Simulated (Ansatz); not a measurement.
The relaxed structure here is a generated cell of WC: the first start was made by a random draw of sites in a space group, and the end was not matched to a known phase here, so it may be hypothetical. Known forms of WC include space group No. 187.

One stationary structure of WC. Space group C2/m (No. 12). All values below come from PBEsol (plane waves to 420 eV, PAW, scalar-relativistic; Ansatz, a program for electronic structure).

```cif
data_C3W3
_chemical_formula_sum 'C3 W3'
_space_group_name_H-M_alt 'P 1'
_space_group_IT_number 1
_cell_length_a 3.03045
_cell_length_b 3.03045
_cell_length_c 7.22978
_cell_angle_alpha 97.711
_cell_angle_beta 97.711
_cell_angle_gamma 88.139
loop_
_space_group_symop_operation_xyz
  'x, y, z'
loop_
_atom_site_label
_atom_site_type_symbol
_atom_site_fract_x
_atom_site_fract_y
_atom_site_fract_z
_atom_site_occupancy
C1 C 0.17225 0.82775 0.50000 1
C2 C 0.82775 0.17225 0.50000 1
C3 C 0.50000 0.50000 0.00000 1
W1 W 0.60748 0.60748 0.29116 1
W2 W 0.39252 0.39252 0.70884 1
W3 W 0.00000 0.00000 0.00000 1
```

```json
{
  "volume_per_atom": "10.87 Å³",
  "band_gap": "zero (metallic)",
  "shortest_distances": "C–C 1.45 Å; C–W 2.07 Å; W–W 2.95 Å",
  "k-mesh": "14×14×6"
}
```

Band energies at high-symmetry points (eV from the Fermi level; labels of this space group; no spin-orbit coupling), from −5 eV up to 2.1 eV:

```json
[
 {"point": "Γ", "energies": "-4.38 -3.20 -3.02 -2.59 -1.49 -0.71 -0.32 -0.06 0.22 0.25 0.44"},
 {"point": "C", "energies": "-4.83 -4.70 -4.47 -3.98 -3.94 -3.79 -1.92 -0.36 2.12"},
 {"point": "C2", "energies": "-4.83 -4.70 -4.47 -3.98 -3.94 -3.79 -1.92 -0.36 2.12"},
 {"point": "Y2", "energies": "-4.83 -4.70 -4.46 -3.98 -3.94 -3.79 -1.92 -0.36"},
 {"point": "M2", "energies": "-4.97 -3.98 -3.85 -3.79 -2.43 -2.20 -1.75"},
 {"point": "D", "energies": "-4.07 -3.96 -3.49 -2.40 -2.32 -1.69 2.09"},
 {"point": "D2", "energies": "-4.07 -3.96 -3.49 -2.40 -2.32 -1.69 2.09"},
 {"point": "A", "energies": "-4.96 -4.37 -4.10 -3.79 -3.10 -2.18 -1.73 -1.59 -1.43 -0.45 0.12 0.79 1.21 1.94"}
]
```

No spin polarisation in the result.

It was reached from a disturbed copy of a Fmm2 (No. 42) cell, against which it lies -0.28 eV/atom.
